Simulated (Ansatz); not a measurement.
Values for one crystal, relaxed and computed with plane-wave PAW r²SCAN (Ansatz code); other levels are named.

```yaml
volume_per_atom: 22.73 Å³
electronic_character: metallic (no gap)
Density of states at the Fermi level: 0.45 states/eV per atom (mean over ±0.08 eV)
Formation energy from the elements (no fitted shifts): -1.00 eV/atom
```

### Question
Which compound is it?
A) LaNi2Ge2, I4/mmm (La on 2a, Ni on 4d, Ge on 4e)
B) EuGe, Cmcm (Eu on 4c, Ge on 4c)
C) Ta5Ge3, I4/mcm (Ta on 16k, Ta on 4b, Ge on 8h, Ge on 4a)
D) YGe, Cmcm (Y on 4c, Ge on 4c)

### Answer
D, YGe, Cmcm (Y on 4c, Ge on 4c)

The first step of the workflow began from a Materials Project structure, measured or hypothetical; the Crystallography Open Database copy checked does not list it. Its standing as an ambient phase is unchecked. The cell was relaxed with r²SCAN under the symmetry of its start; its stability against distortions is not shown here. No spin polarisation was allowed. The references are the lowest solids computed at this level, not always the standard phases. Scalar-relativistic: spin–orbit coupling is off unless named, which matters more the heavier the elements.

Potentials: the later of the program's two PAW sets.
